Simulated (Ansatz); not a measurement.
**What moves the field gradients of TiO₂?**

Cell of run 1: a COD entry, atoms as given.

Space group Pbca (No. 61); a = 5.1490, b = 9.1750, c = 5.4590 Å.

```csv
site,Wyckoff,site symmetry,x,y,z
Ti,8c,1,0.1373,0.1290,0.9015
O9,8c,1,0.8168,0.0096,0.8510
O17,8c,1,0.4642,0.2312,0.8882
```

One atom of each set is listed.

Relaxed positions (PBE, cell held):

Ti (0.1390, 0.1290, 0.9050)
O9 (0.8157, 0.0095, 0.8509)
O17 (0.4642, 0.2301, 0.8912)

All runs are DFT with Ansatz 0.2.0 (plane waves and PAW, scalar-relativistic unless spin–orbit coupling is named, Γ-centred meshes, Fermi–Dirac smearing where given) in this cell.

Run 1: PBE, gradients read without the response of the cores, atoms as given; 420 eV, 4×3×4 k-points, smearing 0.02 eV.
Run 2: PBE, gradients read without the response of the cores, atoms relaxed; 420 eV, 4×3×4 k-points, smearing 0.02 eV.
Run 3: r2SCAN, gradients read without the response of the cores, at the relaxed atoms; 500 eV, 4×3×4 k-points, smearing 0.02 eV.

**Question.** What does each run give, and what moves the gradients most?

**Answer.** 

| run | Ti V_zz (η) | O9 V_zz (η) | O17 V_zz (η) |
| --- | --- | --- | --- |
| 1 | -1.81 (0.82) | 2.08 (0.83) | -2.45 (0.91) |
| 2 | 1.96 (0.93) | 2.09 (0.86) | -2.48 (0.85) |
| 3 | 1.92 (0.92) | 2.24 (0.96) | -2.66 (0.77) |

V_zz in 10²¹ V/m². Against run 1, the gradient tensors on these sites move by at most 0.36 in run 2 (Ti), 0.33 in run 3 (Ti). Taken one at a time, the positions of the atoms (as given or relaxed) move the tensors on these sites by up to 0.36 (largest principal value of the change, on Ti), the functional (r2SCAN with its higher cutoff) by 0.26 (O9). On some sites the largest principal value moves to another axis from run to run, and the sign of V_zz can flip with it. On Ti η is near 1, so the change of sign is little more than a relabelling of axes.
